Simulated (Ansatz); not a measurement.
Bi₄Se₃:
Space group R-3m, hexagonal axes (No. 166); a = 4.2723 Å, b = 4.2723 Å, c = 41.1085 Å, α = 90.00°, β = 90.00°, γ = 120.00°

| atom | site | symmetry | x | y | z |
|---|---|---|---|---|---|
| Bi | 6c | 3m | 0.0000 | 0.0000 | 0.1459 |
| Bi | 6c | 3m | 0.0000 | 0.0000 | 0.2881 |
| Se | 6c | 3m | 0.0000 | 0.0000 | 0.4150 |
| Se | 3a | -3m | 0.0000 | 0.0000 | 0.0000 |
(The calculation used a cell of 7 atoms; values per cell refer to that cell.)

This is the r²SCAN+D4-relaxed structure.

All from r²SCAN+D4 in the plane-wave PAW code Ansatz, unless another level is named. Give the electronic character.

no gap, with almost no states at the Fermi level (zero-gap or semimetallic).

And the formation energy from the elements (no fitted shifts)?

-0.31 eV/atom.

The workflow started from an entry of the Crystallography Open Database (COD). Whether it is the stable phase at ambient conditions was not checked. The r²SCAN+D4 relaxation kept the symmetry of its start; its stability against distortions is not shown here. A small band overlap can be real or an error of a semilocal functional. The references are the lowest solids computed at this level, not always the standard phases. Scalar-relativistic: spin–orbit coupling is off unless named, which matters more the heavier the elements.

Potentials: the later of the program's two PAW sets.
